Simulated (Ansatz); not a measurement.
C$_{9}$H$_{8}$CdF$_{6}$N$_{4}$O$_{2}$Si:
```yaml
crystal:
  lattice:
    - [7.44008, 0.00000, 0.00000]
    - [0.00000, 7.44008, 0.00000]
    - [0.00000, 0.00000, 7.94604]
  atoms:
    - { symbol: Cd, position: [0.00000, 0.00000, 0.00000] }
    - { symbol: Si, position: [0.00000, 0.00000, 0.50000] }
    - { symbol: F, position: [0.00000, 0.00000, 0.28034] }
    - { symbol: F, position: [0.00000, 0.00000, 0.71966] }
    - { symbol: F, position: [0.16147, 0.16147, 0.50000] }
    - { symbol: F, position: [0.16147, 0.83853, 0.50000] }
    - { symbol: F, position: [0.83853, 0.16147, 0.50000] }
    - { symbol: F, position: [0.83853, 0.83853, 0.50000] }
    - { symbol: N, position: [0.68538, 0.00000, 0.00000] }
    - { symbol: N, position: [0.31462, 0.00000, 0.00000] }
    - { symbol: C, position: [0.59356, 0.00000, 0.14553] }
    - { symbol: H, position: [0.67019, 0.00000, 0.26264] }
    - { symbol: C, position: [0.59356, 0.00000, 0.85447] }
    - { symbol: H, position: [0.67019, 0.00000, 0.73736] }
    - { symbol: C, position: [0.40644, 0.00000, 0.14553] }
    - { symbol: H, position: [0.32981, 0.00000, 0.26264] }
    - { symbol: C, position: [0.40644, 0.00000, 0.85447] }
    - { symbol: H, position: [0.32981, 0.00000, 0.73736] }
    - { symbol: N, position: [0.00000, 0.68538, 0.00000] }
    - { symbol: N, position: [0.00000, 0.31462, 0.00000] }
    - { symbol: C, position: [0.00000, 0.59356, 0.14553] }
    - { symbol: H, position: [0.00000, 0.67019, 0.26264] }
    - { symbol: C, position: [0.00000, 0.59356, 0.85447] }
    - { symbol: H, position: [0.00000, 0.67019, 0.73736] }
    - { symbol: C, position: [0.00000, 0.40644, 0.14553] }
    - { symbol: H, position: [0.00000, 0.32981, 0.26264] }
    - { symbol: C, position: [0.00000, 0.40644, 0.85447] }
    - { symbol: H, position: [0.00000, 0.32981, 0.73736] }
    - { symbol: C, position: [0.50000, 0.50000, 0.50000] }
    - { symbol: O, position: [0.50000, 0.50000, 0.64729] }
    - { symbol: O, position: [0.50000, 0.50000, 0.35271] }
```

Relaxed with PBE+D3(BJ). Special points in fractions of this cell's reciprocal vectors: Γ (0.000, 0.000, 0.000); X (0.000, 0.500, 0.000); M (0.500, 0.500, 0.000); Z (0.000, 0.000, 0.500); R (0.000, 0.500, 0.500); A (0.500, 0.500, 0.500).

Q: List the band energies nearest the valence-band maximum at these points for plane-wave PAW PBE+D3(BJ) (Ansatz code).

A: In eV from the valence-band maximum; about four levels below and three above (degenerate sets whole), none deeper than 8.9 eV; points with the same levels are listed once.

| k | below | above |
|---|---|---|
| Γ | -1.31 -1.31 -0.78 0.00 | 2.68 2.68 3.56 |
| X | -1.31 -1.21 -0.79 -0.41 | 2.67 2.74 3.83 3.83 |
| M | -1.31 -1.17 -1.17 -0.80 | 2.52 2.95 3.82 3.82 |
| Z | -1.36 -1.36 -0.78 -0.03 | 2.70 2.70 3.52 |
| R | -1.36 -1.16 -0.78 -0.43 | 2.69 2.76 3.81 |
| A | -1.31 -1.13 -1.13 -0.78 | 2.55 2.96 3.81 3.81 |

Space group P4/mmm. A made-up cell: these elements were put on the sites of a structure type; neither database checked (COD, Materials Project) lists it. Whether it is the stable phase at ambient conditions was not checked. Symmetry was held in the PBE+D3(BJ) relaxation; whether a distortion lowers the energy is not shown. Spin–orbit coupling is left out wherever it is not named.

Potentials: the later of the program's two PAW sets.
